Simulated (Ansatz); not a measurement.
Relaxed-ion elastic tensor of MoSeS in space group P-6m2 (No. 187; Mo on 1a, Mo on 1d, Se on 2g, S on 2h) in GPa (Voigt order), r²SCAN+D4 in the plane-wave PAW code Ansatz; density 5.90 g/cm³, 19.42 Å³ per atom.

```
 206  51.6   9.3   0.0   0.0   0.0
51.6   206   9.3   0.0   0.0   0.0
 9.3   9.3  43.5   0.0   0.0   0.0
 0.0   0.0   0.0  14.1   0.0   0.0
 0.0   0.0   0.0   0.0  14.1   0.0
 0.0   0.0   0.0   0.0   0.0  77.1
```

**Question.** Is the crystal mechanically stable?

**Answer.** Yes: the smallest eigenvalue of C is 14.1 GPa.

**Question.** Work out the Voigt, Reuss and Hill averages.

**Answer.** K_V = 66.2, K_R = 35.9, K_H = 51.0; G_V = 46.7, G_R = 24.5, G_H = 35.6 GPa.

**Question.** Give Young's modulus, Poisson's ratio, Pugh's ratio and the universal anisotropy index.

**Answer.** E = 9KG/(3K + G) = 86.6 GPa; ν = 0.22; K/G = 1.43 (brittle by the Pugh limit of 1.75); A_U = 5G_V/G_R + K_V/K_R − 6 = 5.38.

**Question.** Estimate the sound speeds and the Debye temperature.

**Answer.** v_l = √((K + 4G/3)/ρ) = 4090 m/s, v_t = √(G/ρ) = 2460 m/s, mean 2720 m/s; Θ = (h/k)(3n/4πV)^(1/3) v_m = 301 K.

**Question.** How much does each axis shrink under pressure?

**Answer.** Linear compressibilities β_i = Σ_j S_ij (j = 1 to 3): x 3.1, y 3.1, z 22 per TPa.

The first step of the workflow began from a Materials Project structure, measured or hypothetical; the Crystallography Open Database copy checked does not list it. With Se and S taken as one species the cell has the higher symmetry P6_3/mmc, so it may be an ordered model of a mixed-site phase. Its standing as an ambient phase is unchecked. The cell was relaxed with r²SCAN+D4 under the symmetry of its start; whether a distortion lowers the energy is not shown. No spin polarisation was allowed.

Potentials: the later of the program's two PAW sets.
